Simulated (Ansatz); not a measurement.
**BaSrHfZrO6: Field gradients at the nuclei**

The cell is a Materials Project structure (computed, not necessarily an observed phase), atoms as given.

```
CELL_PARAMETERS angstrom
5.91784 0.00000 0.00000
0.00000 5.91811 0.00000
-0.00196 0.00000 8.36992
ATOMIC_POSITIONS crystal
Ba 0.75379 0.50691 0.49995
Ba 0.24621 0.00691 0.50005
Sr 0.75186 0.48956 0.00009
Sr 0.24814 0.98956 0.99991
Zr 0.75032 0.99967 0.75483
Zr 0.24968 0.49967 0.24517
Hf 0.24968 0.49967 0.75467
Hf 0.75032 0.99967 0.24533
O 0.02090 0.76740 0.73607
O 0.97910 0.26740 0.26393
O 0.47820 0.23200 0.78079
O 0.52180 0.73200 0.21921
O 0.98280 0.27077 0.73608
O 0.01720 0.77077 0.26392
O 0.51783 0.72830 0.78081
O 0.48217 0.22830 0.21919
O 0.80345 0.00751 0.00160
O 0.19655 0.50751 0.99840
O 0.71608 0.99821 0.49780
O 0.28392 0.49821 0.50220
```

Atom numbers follow the list; atoms alike are taken as one site, whose name carries the number of the first.

Computed with Ansatz: DFT, r2SCAN, plane waves and PAW, scalar-relativistic, 500 eV cutoff, Γ-centred 4×4×3 k-points, Fermi–Dirac smearing 0.02 eV.

Conventions: |V_zz| ≥ |V_yy| ≥ |V_xx|, η = (V_xx − V_yy)/V_zz, C_Q = eQV_zz/h. Directions are in the Cartesian axes of the cell vectors above, for the atom listed; none is given where the gradient is under 0.02 or η is above 0.95.

```
site  first atom                                                                                first shell  V_zz (10²¹ V/m²)     η  direction of V_zz (x, y, z)
  Ba           1                                                                        12 O at 2.77–3.29 Å             -4.54  0.68              0.78 -0.63 0.00
  Sr           3                                                                        12 O at 2.63–3.29 Å             -3.12  0.66              0.88 -0.48 0.00
  Zr           5                                                                         6 O at 2.09–2.16 Å             -0.51  0.36              0.98 0.07 -0.18
  Hf           7                                                                         6 O at 2.06–2.12 Å             -1.09  0.43              0.98 -0.04 0.19
  O9           9  1 Hf at 2.09 Å, 1 Zr at 2.12 Å, angle 168°; also 2 Ba at 2.77–2.96 Å, 2 Sr at 2.90–3.18 Å              0.71  0.05               0.70 0.54 0.46
 O11          11  1 Hf at 2.09 Å, 1 Zr at 2.13 Å, angle 165°; also 2 Sr at 2.70–2.88 Å, 2 Ba at 3.03–3.29 Å             -0.65  0.77              -0.68 0.73 0.04
 O13          13  1 Hf at 2.09 Å, 1 Zr at 2.12 Å, angle 168°; also 2 Ba at 2.77–2.96 Å, 2 Sr at 2.90–3.18 Å              0.71  0.08             0.72 -0.53 -0.45
 O15          15  1 Hf at 2.10 Å, 1 Zr at 2.13 Å, angle 165°; also 2 Sr at 2.70–2.88 Å, 2 Ba at 3.03–3.29 Å             -0.66  0.74              0.65 0.76 -0.02
 O17          17                       1 Hf at 2.06 Å, 1 Zr at 2.09 Å, angle 162°; also 4 Sr at 2.63–3.29 Å              0.69  0.73             -0.12 0.99 -0.01
 O19          19                       1 Hf at 2.12 Å, 1 Zr at 2.16 Å, angle 169°; also 4 Ba at 2.78–3.14 Å              0.28  0.46              -0.03 1.00 0.02
```

At O15 V_zz points along the line of its two bonds (within 6°).

The largest force is 0.3 eV/Å, so the atoms aren't at the calculated equilibrium and relaxing them would move these values. Without spin–orbit coupling the gradients at and beside Hf can be off by some per cent, at some sites by more.

Hardware: 1 thread of Intel Xeon 6975P-C (Granite Rapids) (x86_64; 48 cores open to the job, memory cap 2.5 GiB, no GPU), a shared host with a load of 0.4 a core. Wall time 2 min, CPU time 2 min, peak memory 1.4 GiB.
